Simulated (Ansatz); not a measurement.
Relaxed ZnS (wurtzite):

```
CELL_PARAMETERS angstrom
      3.84511     0.00000     0.00000
     -1.92255     3.32996     0.00000
      0.00000     0.00000     6.30566
ATOMIC_POSITIONS crystal
  Zn 0.66667 0.33333 0.99985
  Zn 0.33333 0.66667 0.49985
  S  0.66667 0.33333 0.62535
  S  0.33333 0.66667 0.12535
```

Scan: atom 3 (S, nearest neighbour Zn at 2.357 Å; its periodic images, 3.8 Å or more away, move with it) is displaced along Cartesian z, direction (0.000, 0.000, 1.000) in Cartesian axes, by s. The other atoms stay.

The numbers are results of PBE (plane waves to 420 eV, PAW, scalar-relativistic; Ansatz, an electronic-structure program), not measurements. k mesh 8×8×4 (Γ-centred), Fermi-Dirac smearing 0.05 eV. The energy includes the smearing's −TS. ZnS was relaxed with its symmetry unable to fall. The zero of ΔE is the undisplaced structure.

| s (Å) | ΔE (meV/cell) |
|---|---|
| -0.240 | 197 |
| -0.192 | 132 |
| -0.144 | 78 |
| -0.096 | 36 |
| -0.048 | 9 |
| 0.000 | 0 |
| 0.048 | 10 |
| 0.096 | 44 |
| 0.144 | 103 |
| 0.192 | withheld |
| 0.240 | 319 |

Q: Fit a polynomial form (powers 2, 3, 4) to the given rows and predict ΔE at s = 0.192.

A: Least squares on the 10 given rows: ΔE = (4307)·s² + (4398)·s³ + (3007)·s⁴, in meV/cell with s in Å; root-mean-square residual 0.4 meV/cell. At 0.192 the fit gives 194 meV/cell; the calculation gives 193 meV/cell, so the interpolation is off by 1 (+0.5 %). The quadratic term alone would give 159 meV/cell.

(For displaced atoms, the force is minus the slope of the energy, and its curvature is a force constant, which sets phonon frequencies.)
